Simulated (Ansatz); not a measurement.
HfScTaN3:
```yaml
crystal:
  lattice:
    - [3.14222, 0.00000, 0.00000]
    - [-1.57111, 2.72124, 0.00000]
    - [0.00000, 0.00000, 7.66846]
  atoms:
    - { symbol: Hf, position: [0.00000, 0.00000, 0.99631] }
    - { symbol: Sc, position: [0.33333, 0.66667, 0.33795] }
    - { symbol: Ta, position: [0.66667, 0.33333, 0.66713] }
    - { symbol: N, position: [0.66667, 0.33333, 0.16456] }
    - { symbol: N, position: [0.00000, 0.00000, 0.50525] }
    - { symbol: N, position: [0.33333, 0.66667, 0.82880] }
```

Relaxed with PBEsol. Special points in fractions of this cell's reciprocal vectors: Γ (0.000, 0.000, 0.000); M (0.500, 0.000, 0.000); K (0.333, 0.333, 0.000); A (0.000, 0.000, 0.500); L (0.500, 0.000, 0.500); H (0.333, 0.333, 0.500).

Q: List the band energies nearest the Fermi level at these points for plane-wave PAW PBEsol (Ansatz code).

A: In eV from the Fermi level; about four levels below and three above (degenerate sets whole), none deeper than 8.9 eV; points with the same levels are listed once.

```tsv
k	below	above
Γ	-2.60 -2.60 -0.74 -0.74 -0.47	1.46 1.60 1.60
M	-4.91 -3.61 -3.41 -3.37	0.85 1.25 2.64
K	-5.37 -5.36 -5.33 -4.90 -4.68	0.15 0.49 0.63
A	-3.58 -3.58 -0.48 -0.48 -0.18	0.59 1.09 1.09
L	-4.37 -3.87 -2.10 -1.16	2.63 2.67 3.28
H	-5.42 -5.26 -5.03 -4.70	0.61 0.87 0.93
```

Space group P3m1. The start of the workflow was typed in or built on a structure type; neither database checked (COD, Materials Project) lists it. Its standing as an ambient phase is unchecked. Symmetry was held in the PBEsol relaxation; its stability against distortions is not shown here. No spin polarisation was allowed. With an odd number of electrons in the cell and no spin polarisation, the count alone makes it a metal. Scalar-relativistic: spin–orbit coupling is off unless named, which matters more the heavier the elements.

Potentials: the later of the program's two PAW sets.
